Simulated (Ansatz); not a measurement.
Mg (hcp (Mg type)), relaxed with LDA (Ansatz, a first-principles code, plane waves, PAW): a = 3.147 Å, b = 3.147 Å, c = 5.038 Å, α = 90.00°, β = 90.00°, γ = 120.00°.

Task: The same phase is relaxed and computed with r²SCAN in the same code. What is the cell now?

Result: a = 3.194 Å, b = 3.194 Å, c = 5.105 Å, α = 90.00°, β = 90.00°, γ = 120.00°.

All cells were relaxed under the symmetry of their starts (and spin orders); stability against distortions was not tested throughout.

Potentials: the later of the program's two PAW sets.

Ansatz is a plane-wave DFT program.
